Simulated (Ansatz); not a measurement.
This is a field-response calculation (clamped ions) with the plane-wave code Ansatz on a 14-atom cell of Si3Ge3N8 built on β-Si3N4 (relaxed group Pm); the level of theory is r2SCAN. Cell and atoms come from a relaxation with r2SCAN.

Input file:
```yaml
crystal:
  lattice:
    - [7.8362913329, 0.0, 0.0149369467]
    - [0.0, 2.9924982283, 0.0]
    - [-3.9052126996, 0.0, 6.7621360197]
  atoms:
    - { symbol: Si, position: [0.5975010273, 0.5, 0.8272744092] }
    - { symbol: Si, position: [0.8223857321, 0.0, 0.229159131] }
    - { symbol: Si, position: [0.7649040643, 0.0, 0.5943629189] }
    - { symbol: Ge, position: [0.2280508876, 0.5, 0.4044053906] }
    - { symbol: Ge, position: [0.1698646462, 0.5, 0.7652074537] }
    - { symbol: Ge, position: [0.4135750692, 0.0, 0.1759838688] }
    - { symbol: "N", position: [0.3430117398, 0.5, 0.6730826269] }
    - { symbol: "N", position: [0.6785707843, 0.0, 0.3417842442] }
    - { symbol: "N", position: [0.6976291967, 0.5, 0.668360985] }
    - { symbol: "N", position: [0.6722934286, 0.0, 0.9692930239] }
    - { symbol: "N", position: [0.0183161112, 0.0, 0.6992434512] }
    - { symbol: "N", position: [0.9576315409, 0.5, 0.295385144] }
    - { symbol: "N", position: [0.2982476888, 0.0, 0.3272633251] }
    - { symbol: "N", position: [0.3380180831, 0.5, 0.0291940275] }
kpoints:
  mp_grid: { grid: [4, 8, 4] }
hamiltonian:
  xc: r2scan
scf:
  occupations: { method: fixed }
dielectric: {}
```

It took 3.3 min on 1 × NVIDIA H100 80GB HBM3 with 2 threads of AMD EPYC 7R13 Processor (Zen 3) (shared host); peak host memory 5.1 GiB.

Q: What does the program print?

A: Output, abridged:
```
Functional definition: r2SCAN
Crystal: 14 atoms, lattice volume = 158.747 Å³
Basis set: ecut = 500 eV, 4013 PW (Γ)
Bands: 61, of which v1, the nominal top of the filled ones, is band 47 counted from 1 (46 counted from 0)
Symmetry: 2 space group operations
k-points: 68 of 128 (irreducible under 1 space group operation, time reversal used)
preconditioner: auto → Resta (q_TF=auto, 2.500 Å⁻¹)  ε∞=3.0  [insulator: Δε(μ)=3.804 eV  ℏωp=28.6 eV]
SCF converged after 11 iterations
Free energy (F): -17914.120137 eV
Fermi energy:    8.356771 eV
--- Dielectric response (ions clamped): 3 representative field directions + reference, inside a basis on a mesh of 128 k-points ---
  ε∞ (high-frequency dielectric tensor):
        4.336005     0.000000     0.008530
        0.000000     4.407207     0.000000
        0.008530     0.000000     4.307035
  Born effective charges Z* (e; rows j = field, columns β = displacement):
    site 0:
         3.49517    0.00000   -0.08920
         0.00000    3.38420    0.00000
        -0.03927    0.00000    3.33723
    site 1:
         3.25781    0.00000   -0.05707
         0.00000    3.45936    0.00000
         0.08351    0.00000    3.48913
    site 2:
         3.62088    0.00000    0.27174
         0.00000    3.36188    0.00000
         0.10417    0.00000    3.33418
    site 3:
         3.34742    0.00000    0.05299
         0.00000    3.40747    0.00000
         0.19039    0.00000    3.19382
    site 4:
         3.12666    0.00000    0.09274
         0.00000    3.36401    0.00000
         0.03065    0.00000    3.59916
    site 5:
         3.44458    0.00000   -0.23539
         0.00000    3.39682    0.00000
        -0.31436    0.00000    3.24506
    site 6:
        -2.90446    0.00000   -0.08009
         0.00000   -1.68219    0.00000
        -0.15673    0.00000   -2.91928
    site 7:
        -3.00360    0.00000    0.16172
         0.00000   -1.69718    0.00000
         0.06808    0.00000   -3.00722
    site 8:
        -2.78385    0.00000    0.70681
         0.00000   -2.87294    0.00000
         0.69141    0.00000   -2.02075
    site 9:
        -1.59528    0.00000   -0.10721
         0.00000   -2.86147    0.00000
        -0.06192    0.00000   -3.18588
    site 10:
        -2.90113    0.00000   -0.73848
         0.00000   -2.77058    0.00000
        -0.71759    0.00000   -1.96050
    site 11:
        -2.76934    0.00000   -0.69211
         0.00000   -2.89647    0.00000
        -0.64904    0.00000   -1.92770
    site 12:
        -2.75537    0.00000    0.71201
         0.00000   -2.79335    0.00000
         0.78412    0.00000   -1.99117
    site 13:
        -1.57948    0.00000    0.00154
         0.00000   -2.79956    0.00000
        -0.01340    0.00000   -3.18608
  ε∞ is read to err by 2.5e-2, Z* by 2.7e-2 e
```
Only the leading digits can be foreseen; the rest is this run's record.

The electronic dielectric tensor ε∞ is 4.34, 4.41 and 4.31 along x, y and z. Born charges, averaged over directions: Si +3.40 to +3.44, Ge +3.32 to +3.36, N -2.57 to -2.50 e. The program notes that the ground state's band table doesn't vouch for all the bands that the response reads.

Spin-unpolarised throughout. Whether this structure exists isn't addressed.
